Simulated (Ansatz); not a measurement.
Input:

Ga:
```yaml
crystal:
  lattice:
    - [3.76885, -2.25584, 0.00000]
    - [3.76885, 2.25584, 0.00000]
    - [0.00000, 0.00000, 4.50354]
  atoms:
    - { symbol: Ga, position: [0.99130, 0.33385, 0.25000] }
    - { symbol: Ga, position: [0.00870, 0.66615, 0.75000] }
    - { symbol: Ga, position: [0.33385, 0.99130, 0.75000] }
    - { symbol: Ga, position: [0.66615, 0.00870, 0.25000] }
```

This is the LDA-relaxed structure.

Task: All from DFT-LDA in the program Ansatz with PAW potentials, unless another level is named. Predict the highest zone-centre frequency.

Result: 249 cm⁻¹.

Task: What about the bulk modulus (Birch–Murnaghan fit)?

Result: 56.7 GPa.

Space group Cmcm. The workflow started from a Materials Project entry (that database holds measured and hypothetical structures alike); the Crystallography Open Database files this formula in space group No. 63, but the cells were not matched. It is not the phase usual at ambient conditions (space group No. 64). The cell was relaxed with LDA under the symmetry of its start; whether a distortion lowers the energy is not shown. As this level gives no gap, phonon frequencies hold no LO–TO term and depend on the k-mesh and smearing (Fermi–Dirac, 0.1 eV here).

Potentials: the earlier of the program's two PAW sets. The files were generated under PBE; for other functionals the program regenerates the frozen cores, and for LDA and PBEsol the local potential too.
